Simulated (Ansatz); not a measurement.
TaSnS:
```
CELL_PARAMETERS angstrom
      3.81829     0.00000     0.00000
      0.00000     3.81829     0.00000
      0.00000     0.00000     7.63505
ATOMIC_POSITIONS crystal
  Ta 0.00000 0.50000 0.70779
  Ta 0.50000 0.00000 0.29221
  Sn 0.00000 0.00000 0.00000
  Sn 0.50000 0.50000 0.00000
  S  0.50000 0.00000 0.62211
  S  0.00000 0.50000 0.37789
```

Relaxed with PBEsol. Special points in fractions of this cell's reciprocal vectors: Γ (0.000, 0.000, 0.000); X (0.000, 0.500, 0.000); M (0.500, 0.500, 0.000); Z (0.000, 0.000, 0.500); R (0.000, 0.500, 0.500); A (0.500, 0.500, 0.500).

Problem. List the band energies nearest the Fermi level at these points for PBEsol with spin–orbit coupling in the plane-wave PAW code Ansatz.

Solution. In eV from the Fermi level; about four levels below and three above (degenerate sets whole), none deeper than 8.9 eV; points with the same levels are listed once.

```tsv
k	below	above
Γ	-0.29 -0.29 -0.22 -0.22	0.20 0.20 0.27 0.27
X	-0.13 -0.13 -0.13 -0.13	0.81 0.81 0.81 0.81
M	-2.44 -2.44 -2.44 -2.44	0.56 0.56 0.56 0.56
Z	-0.15 -0.15 -0.06 -0.06	0.20 0.20 0.59 0.59
R	-0.90 -0.90 -0.90 -0.90	0.28 0.28 0.28 0.28
A	-3.36 -3.36 -3.36 -3.36	0.54 0.54 0.54 0.54
```

Space group P4/nmm. The start of the workflow was typed in or built on a structure type; neither database checked (COD, Materials Project) lists it. Whether it is the stable phase at ambient conditions was not checked. The cell was relaxed with PBEsol under the symmetry of its start. At this level the phase is dynamically unstable (imaginary phonons). No spin polarisation was allowed. The volume moved by -21 % from the start of the relaxation.

Potentials: the earlier of the program's two PAW sets. The files were generated under PBE; for other functionals the program regenerates the frozen cores, and for LDA and PBEsol the local potential too.
